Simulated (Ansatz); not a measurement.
# ⁷⁵As nuclear quadrupole resonance in AsH₆NO₄

Cell: a Materials Project structure (computed, not necessarily an observed phase).

Space group I-42d (No. 122); a = 7.6325, c = 8.0103 Å.

| site | Wyckoff | site symmetry | x | y | z |
| --- | --- | --- | --- | --- | --- |
| H1 | 16e | 1 | 0.4845 | 0.8886 | 0.3230 |
| H9 | 8d | .2. | 0.7500 | 0.3428 | 0.3750 |
| As | 4a | -4.. | 0.0000 | 0.5000 | 0.2500 |
| N | 4b | -4.. | 0.5000 | 0.0000 | 0.2500 |
| O | 16e | 1 | 0.9087 | 0.3356 | 0.3693 |

One atom of each set is listed; the run and its k-mesh use a cell of 24 atoms with edges of 6.72, 6.72, 6.72 Å.

The numbers come from a DFT calculation in Ansatz (PBE, plane waves and PAW, scalar-relativistic, 420 eV cutoff, Γ-centred 5×5×5 k-points, Fermi–Dirac smearing 0.02 eV).

⁷⁵As: I = 3/2, Q = 311.0 mb (year-2017 value). Static lattice, zero field.

(1) Predict the zero-field ⁷⁵As lines of each site.

## Answers

(1) For I = 3/2 there is one line, ν = (|C_Q|/2)(1 + η²/3)^½.

| site | atoms | V_zz (10²¹ V/m²) | C_Q (MHz) | η | line frequencies (MHz) |
| --- | --- | --- | --- | --- | --- |
| As | 2 | 1.78 | 13.4 | 0.00 | 6.68 |

An axis of threefold or higher order runs through As, so V_zz lies along it and η is zero.

The largest force is 0.3 eV/Å, so the atoms aren't at the calculated equilibrium and relaxing them would move these values.

Hardware: 1 thread of Arm Neoverse V2 (aarch64; 8 cores open to the job, memory cap 2.5 GiB, no GPU), a shared host with a load of 0.6 a core. Wall time 34 s, CPU time 34 s, peak memory 0.56 GiB.
